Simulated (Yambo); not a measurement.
**Optical response of SiC**

```xyz
8
Lattice="3.0757 0.0000 0.0000 -1.5378 2.6636 0.0000 0.0000 0.0000 10.0707" Properties=species:S:1:pos:R:3 pbc="T T T"
C      1.5378     0.8879     7.5510
C      0.0000     1.7758     2.5156
C      0.0000     0.0000     5.0400
C      0.0000     0.0000     0.0046
Si     1.5378     0.8879     9.4447
Si     0.0000     1.7758     4.4093
Si     0.0000     0.0000     6.9275
Si     0.0000     0.0000     1.8922
```

Yambo, RPA with local fields on PBEsol bands; 15×15×4 mesh, 62 bands, 3 Ry local-field block, 0.2 eV broadening; field along x.

```tsv
E (eV)	Im ε	Re ε	Im ε, independent particles
0.0	0.00	6.95	0.00
0.6	0.03	7.00	0.03
1.2	0.06	7.14	0.07
1.9	0.10	7.39	0.11
2.5	0.17	7.81	0.18
3.1	0.27	8.46	0.29
3.8	0.57	9.52	0.60
4.4	1.49	11.1	1.60
5.0	3.26	13.0	3.66
5.6	9.03	13.3	10.1
6.2	13.4	12.2	14.8
6.9	14.6	3.06	15.5
7.5	12.9	1.67	14.3
8.1	10.9	-1.04	12.1
8.8	9.44	-2.04	10.4
9.4	7.55	-3.22	7.89
10.0	5.79	-3.28	6.06
10.6	4.61	-3.29	4.55
11.2	3.60	-2.81	3.45
11.9	3.09	-2.36	2.95
12.5	2.59	-2.33	2.39
13.1	2.11	-2.20	1.87
13.8	1.70	-1.82	1.51
14.4	1.60	-1.64	1.40
15.0	1.32	-1.41	1.15
15.6	1.11	-1.26	0.93
16.2	0.94	-1.18	0.76
16.9	0.79	-1.01	0.65
17.5	0.65	-0.83	0.54
18.1	0.54	-0.68	0.44
18.8	0.48	-0.58	0.39
19.4	0.40	-0.44	0.33
20.0	0.35	-0.33	0.29
```

Peak heights and small wiggles depend on the k mesh. Convergence of the RPA response with its 15×15×4 mesh was not tested. No excitonic effects at this level.

Geometry of the Materials Project entry, not relaxed at this level.
